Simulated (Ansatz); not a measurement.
Mg:
Space group P6/mmm (No. 191); a = b = 3.079 Å, c = 3.043 Å, α = β = 90.00°, γ = 120.00°

```json
[
 {"atom": "Mg", "site": "1a", "symmetry": "6/mmm", "x": "0.0000", "y": "0.0000", "z": "0.0000"}
]
```

Relaxed at zero pressure with DFT-r²SCAN in the program Ansatz with PAW potentials.

### Question
The volume is lowered by 3 % and shape and atoms relax at that volume. What pressure results, and how do the axes share the change?

### Answer
0.9 GPa; a -0.9 %, b -0.9 %, c -1.2 %; the energy rises by 2 meV/atom.

### Question
Give the new structure.

### Answer

Space group P6/mmm (No. 191); a = b = 3.0513 Å, c = 3.0053 Å, α = β = 90.00°, γ = 120.00°

```json
[
 {"atom": "Mg", "site": "1a", "symmetry": "6/mmm", "x": "0.0000", "y": "0.0000", "z": "0.0000"}
]
```

The phase is kept; no other phase was compared at this pressure.

The first step of the workflow began from a Materials Project structure, measured or hypothetical; the Crystallography Open Database copy checked does not list it. It is not the phase usual at ambient conditions (space group No. 194). Symmetry was held in the r²SCAN relaxation. At this level the phase is mechanically unstable. Axis ratios of metals converge slowly with the k-mesh, so a and c are less sure than the volume.

Potentials: the earlier of the program's two PAW sets.
